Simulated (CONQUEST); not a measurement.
Input and output of a self-consistent single point for the (001) slab of GePd (cut from a parent of space group no. 62; 16 atoms in the cell) (CONQUEST).

Method: LDA (PW92), numerical atomic orbitals double-zeta with polarisation (the shipped basis), PseudoDojo norm-conserving potentials made for LDA run with CONQUEST 1.3.

```
PdGe
1.0
    3.56275     0.00000     0.00000
    0.00000     5.80555     0.00000
    0.00000     0.00000    25.84920
Ge Pd
8 8
Direct
  0.75000   0.81460   0.33627
  0.25000   0.18540   0.29837
  0.25000   0.68540   0.45806
  0.75000   0.31460   0.42015
  0.75000   0.81460   0.57984
  0.25000   0.18540   0.54194
  0.25000   0.68540   0.70163
  0.75000   0.31460   0.66373
  0.75000   0.99622   0.48562
  0.25000   0.00378   0.39259
  0.25000   0.50378   0.36384
  0.75000   0.49622   0.27080
  0.75000   0.99622   0.72920
  0.25000   0.00378   0.63616
  0.25000   0.50378   0.60741
  0.75000   0.49622   0.51437
```

Reference input (self-consistent single point, DFT, LDA (PW92), numerical atomic orbitals double-zeta with polarisation (the shipped basis), PseudoDojo norm-conserving potentials made for LDA): basis = DZP; Diag.MPMeshX, Y, Z = 4 3 1; potentials = PseudoDojo norm-conserving LDA; Grid.GridCutoff = 140 Ha; DM.SolutionMethod = diagon; Diag.kT = 0.003675 Ha; Diag.GammaCentred = true; minE.SCTolerance = 1.0e-06; SC.MaxIters = 100; SC.LinearMixingFactor = 0.3; SC.KerkerPreCondition = true; SC.KerkerFactor = 0.3 1/bohr. This run's input differs from it in these lines:

```diff
@@ -16,3 +16,3 @@
 Diag.MPMesh                    T
-Diag.MPMeshX                   4
+Diag.MPMeshX                   5
 Diag.MPMeshY                   3
@@ -20,3 +20,3 @@
 Diag.GammaCentred              T
-Diag.kT                        0.003675
+Diag.kT                        0.001102
```

The program printed (abridged):

```
    new_SC_potl: Starting.  Tolerance:  0.10000E-05

    PulayMixSC: Starting Pulay mixing, A_up =  0.300 A_dn =  0.300
    PulayMixSC: Spin non-polarised calculation.
    PulayMixSC: with Kerker preconditioning, q0 =  0.300
          Harris-Foulkes Energy            :     -1793.680780538687941 Ha
          GroundState Energy (E-(1/2)TS)   :     -1793.681135102973940 Ha
          Free Energy (E-TS)               :     -1793.681489667259939 Ha
          DFT Total Energy                 :     -1793.434913523868545 Ha
          Total number of electrons        :       255.999999999998835
   [... lines left out ...]
          Total number of electrons        :       256.000202991688411
    PulayMixSC: Pulay iteration    36 residual:              0.12232E-05
          Harris-Foulkes Energy            :     -1793.588895610641430 Ha
          GroundState Energy (E-(1/2)TS)   :     -1793.589358698121941 Ha
          Free Energy (E-TS)               :     -1793.589821785602680 Ha
          DFT Total Energy                 :     -1793.588912157421419 Ha
          Total number of electrons        :       256.000204004829470
    PulayMixSC: Pulay iteration    37 residual:              0.92295E-06
    PulayMixSC: Reached SCF tolerance of  0.92295E-06 after     37 iterations
      | Number of electrons      =       256.000204
      |* band energy as 2Tr[K.H] =      -273.946615182980054 Ha
      |  screened ion-ion energy =     -1445.173832887191338 Ha
      |  Ha correction           =         5.659628514880453 Ha
      |  XC correction           =       -80.128300396936737 Ha
      | GS Energy as E-(1/2)TS   =     -1793.589358698121941 Ha
      | Free Energy as E-TS      =     -1793.589821785602680 Ha
      |* Harris-Foulkes energy   =     -1793.588895610641430 Ha
      |* DFT total energy        =     -1793.588912157421419 Ha
      |  estimated accuracy      =         0.000016546779989 Ha

    force: Forces on atoms (Ha/a0)
    force:  Atom   X              Y              Z
   [... lines left out ...]
    force: Maximum force :        0.02838722(Ha/a0) on atom        13 in z direction
   [... lines left out ...]
    force: Force Residual:        0.01298015 Ha/a0
    force: Total stress:          4.06599556     0.00000000     0.00000000 GPa
                             0.00000000     3.28438752    -0.00020565
                             0.00000000    -0.00020565     2.64125021
    force: Average pressure:     -3.33054443 GPa

    force: Finished force
    get_E_and_F: Change in energy during last step of electronic optimisation: -0.10090E-04
```

The run converged in 37 iterations. CONQUEST prints the stress tensor with tension positive. Against the reference run the free energy goes up by 4.0 meV/atom and the largest force goes from 1.649 to 1.590 eV/Å.

The program uses no crystal symmetry, so grid and mesh can part values that symmetry would make equal. The atom-centred basis is finite, which shifts total energies and forces against plane waves. Forces above 1 eV/Å remain at this geometry, of which the finite basis can carry a part. No dipole correction was used; where the two faces of such a cut differ, images can couple through a dipole. This run is one point of a test of settings, so its values need not be converged; read them against the reference run alone. The bare cut can leave dangling bonds, and the run has no spin polarisation, so a lower magnetic or reconstructed surface may exist. No clean gap shows at this smearing width and mesh (spacing up to 0.36 Å⁻¹); the mesh is coarse for partly filled bands, so the values carry mesh errors.

Cost on one core: about 5 core-minutes (a rough figure).
